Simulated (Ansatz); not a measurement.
BaMgF₄:
```cif
data_Ba4F16Mg4
_chemical_formula_sum 'Ba4 Mg4 F16'
_space_group_name_H-M_alt 'Cmcm'
_space_group_IT_number 63
_space_group_name_Hall '-C 2c 2'
_cell_length_a 4.14479
_cell_length_b 14.36746
_cell_length_c 5.71943
_cell_angle_alpha 90.000
_cell_angle_beta 90.000
_cell_angle_gamma 90.000
loop_
_space_group_symop_operation_xyz
  'x, y, z'
  '-x, -y, -z'
  '-x, -y, z+1/2'
  'x, y, -z+1/2'
  'x, -y, -z'
  '-x, y, z'
  '-x, y, -z+1/2'
  'x, -y, z+1/2'
  'x+1/2, y+1/2, z'
  '-x+1/2, -y+1/2, -z'
  '-x+1/2, -y+1/2, z+1/2'
  'x+1/2, y+1/2, -z+1/2'
  'x+1/2, -y+1/2, -z'
  '-x+1/2, y+1/2, z'
  '-x+1/2, y+1/2, -z+1/2'
  'x+1/2, -y+1/2, z+1/2'
loop_
_atom_site_label
_atom_site_type_symbol
_atom_site_symmetry_multiplicity
_atom_site_Wyckoff_symbol
_atom_site_fract_x
_atom_site_fract_y
_atom_site_fract_z
_atom_site_occupancy
Ba1 Ba 4 c 0.00000 0.14737 0.75000 1
Mg1 Mg 4 c 0.00000 0.59108 0.25000 1
F1 F 8 f 0.00000 0.68709 0.00927 1
F2 F 4 b 0.00000 0.50000 0.00000 1
F3 F 4 c 0.00000 0.08758 0.25000 1
```
(The calculation used a cell of 12 atoms; values per cell refer to that cell.)

Relaxed with PBEsol.

Give the optical modes at the zone centre with their infrared activity from DFPT, the program Ansatz at the PBEsol level (PAW).

Transverse frequencies, without the LO–TO term; a row sums one degenerate level.

```
ω (cm⁻¹)  degeneracy  IR ((D/Å)²/amu)     activity
--------  ----------  ---------------  -----------
86i                1             0.62           IR
68                 1             5.36           IR
75                 1             0.00  IR-inactive
78                 1             0.00  IR-inactive
80                 1             0.00  IR-inactive
91                 1             3.10           IR
120                1             5.31           IR
147                1             0.00  IR-inactive
148                1             0.00  IR-inactive
153                1             0.32           IR
167                1             0.00  IR-inactive
188                1             0.00  IR-inactive
192                1             3.34           IR
199                1             0.00  IR-inactive
209                1             0.75           IR
222                1             0.00  IR-inactive
243                1            18.48           IR
265                1             0.00  IR-inactive
279                1             0.00  IR-inactive
280                1             0.00  IR-inactive
281                1             2.14           IR
288                1             2.78           IR
316                1             0.00  IR-inactive
322                1             3.27           IR
328                1             0.00  IR-inactive
352                1             0.00  IR-inactive
352                1             4.03           IR
359                1             2.60           IR
430                1             3.12           IR
480                1             0.00  IR-inactive
497                1             0.00  IR-inactive
542                1             9.06           IR
556                1             6.02           IR
```

How high does the top mode go among those that the LO–TO term moves?

444 cm⁻¹ for q along x, 597 cm⁻¹ for q along y, 598 cm⁻¹ for q along z.

The first step of the workflow began from a Materials Project structure, measured or hypothetical; the Crystallography Open Database copy checked does not list it. COD files the formula under space group No. 36. Its standing as an ambient phase is unchecked. The PBEsol relaxation kept the symmetry of its start. At this level the phase is dynamically unstable (imaginary phonons). Spin–orbit coupling is left out wherever it is not named.

Potentials: the earlier of the program's two PAW sets. The files were generated under PBE; for other functionals the program regenerates the frozen cores, and for LDA and PBEsol the local potential too.
